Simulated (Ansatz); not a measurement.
## YTl, a disordered cell

```
CELL_PARAMETERS angstrom
5.91296 0.66965 -0.09615
0.03568 5.17788 -0.03659
0.36164 0.23079 3.95621
ATOMIC_POSITIONS crystal
Y 0.24929 0.57506 0.70498
Y 0.75857 0.69489 0.30218
Tl 0.32346 0.09662 0.22006
Tl 0.94798 0.11313 0.78849
```

The numbers come from plane-wave PAW DFT (Ansatz): m-r2SCAN, no spin polarisation, 500 eV, 3×4×5 (shifted by 0, 0.5, 0 steps) k points, gaussian occupations (width 0.0195 eV). Nothing was relaxed.

(1) Is there a gap?

(2) Describe some of the short contacts.

(3) Which element gives electrons and which takes them?

(4) Where is the largest force?

(5) What does the stress say?

Origin: a disordered cell, so it need not be a known compound. Caveats: the k mesh is coarse if the cell is a metal; m-r2SCAN is r2SCAN with a changed spin dependence that lowers moments.

Answers

(1) It is a metal, with about 3.5 states/eV a cell as the mean within 0.25 eV of the Fermi level, mostly Y d (69 %) and Tl p (21 %).

(2) Tl–Tl at 2.92 Å: least valence density 0.27 e/Å³ and ELF 0.25 there. Y–Tl at 3.15 Å: least valence density 0.17 e/Å³ and ELF 0.16 there. Y–Y at 3.42 Å: least valence density 0.10 e/Å³ and ELF 0.19 there. These are pseudo-fields; inside the PAW spheres they differ from the all-electron ones.

(3) Bader charges in e: Y +1.22, Tl -1.26 to -1.19. In the mean Y gives up most and Tl takes most.

(4) The largest is on Tl4: 1.32 eV/Å, components (-1.18, 0.53, -0.28). It makes 144° with the line to a nearest neighbour, Tl3 at 2.92 Å, pointing away from it.

(5) The pressure is 0.4 GPa (compression positive), so with the atoms held at these fractions the cell is close to zero pressure; the forces are large, so a full relaxation may end otherwise. The principal stresses -4.0, 1.1, 4.1 GPa differ, so its shape would change too.
